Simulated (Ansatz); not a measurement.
C:
```
CELL_PARAMETERS angstrom
      6.84432     0.00000     0.00000
     -3.42216     5.92735     0.00000
      0.00000     0.00000     3.56966
ATOMIC_POSITIONS crystal
  C  0.20719 0.00000 0.00000
  C  0.41139 0.00000 0.00000
  C  0.20719 0.20719 0.00000
  C  0.41139 0.41139 0.00000
  C  0.00000 0.20719 0.00000
  C  0.00000 0.41139 0.00000
  C  0.79281 0.00000 0.00000
  C  0.58861 0.00000 0.00000
  C  0.79281 0.79281 0.00000
  C  0.58861 0.58861 0.00000
  C  0.00000 0.79281 0.00000
  C  0.00000 0.58861 0.00000
```

Relaxed with r²SCAN+D4. Special points in fractions of this cell's reciprocal vectors: Γ (0.000, 0.000, 0.000); M (0.500, 0.000, 0.000); K (0.333, 0.333, 0.000); A (0.000, 0.000, 0.500); L (0.500, 0.000, 0.500); H (0.333, 0.333, 0.500).

### Question
List the band energies nearest the Fermi level at these points for r²SCAN+D4 in the plane-wave PAW code Ansatz.

### Answer
In eV from the Fermi level; about four levels below and three above (degenerate sets whole), none deeper than 8.9 eV; points with the same levels are listed once.

```csv
k,below,above
Γ,-2.90 -2.52 -2.52 -1.17,2.97 3.65 3.65
M,-2.70 -2.65 -2.26 -1.58,0.30 0.85 3.04
K,-2.38 -1.99 -0.91 -0.91,2.17 2.17 4.37 4.37
A,-2.65 -2.47 -2.39 -2.39,2.05 3.67 3.67
L,-2.52 -2.13 -0.73 -0.29,1.85 4.48 4.73
H,-2.87 -2.87 -2.01 -2.01 -1.87,1.11 1.11 3.70
```

Space group P6/mmm. The start of the workflow was typed in or built on a structure type; the Crystallography Open Database copy checked does not list it. It is not the phase usual at ambient conditions (space group No. 194, 227). Symmetry was held in the r²SCAN+D4 relaxation. At this level the phase is mechanically unstable.

Potentials: the earlier of the program's two PAW sets.
